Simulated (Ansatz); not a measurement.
Os:
```
Os
1.0
    2.75408     0.00000     0.00000
   -1.37704     2.38511     0.00000
    0.00000     0.00000     4.34674
Os
2
Direct
  0.33333   0.66667   0.75000
  0.66667   0.33333   0.25000
```

Relaxed with PBE. Special points in fractions of this cell's reciprocal vectors: Γ (0.000, 0.000, 0.000); M (0.500, 0.000, 0.000); K (0.333, 0.333, 0.000); A (0.000, 0.000, 0.500); L (0.500, 0.000, 0.500); H (0.333, 0.333, 0.500).

### Question
List the band energies nearest the Fermi level at these points for DFT-PBE in the program Ansatz with PAW potentials.

### Answer
In eV from the Fermi level; about four levels below and three above (degenerate sets whole), none deeper than 8.9 eV; … stands for higher levels left out; points with the same levels are listed once.

```tsv
k	below	above
Γ	-2.21 -2.21 -1.58 -1.58 -0.03	1.59 1.59 …
M	-3.51 -2.92 -2.56 -1.88	1.92 2.47 2.61
K	-4.57 -3.40 -3.40 -1.35	1.40 1.40 1.97
A	-3.22 -3.22 -3.22 -3.22	0.82 0.82 0.82 0.82
L	-1.23 -1.23 -0.23 -0.23	2.25 2.25 3.17 3.17
H	-3.41 -3.41 -1.38 -1.38	1.53 1.53 8.09 8.09
```

Space group P6_3/mmc (hcp (Mg type)). Symmetry was held in the PBE relaxation. No spin polarisation was allowed. Spin–orbit coupling is left out wherever it is not named.

Potentials: the later of the program's two PAW sets.
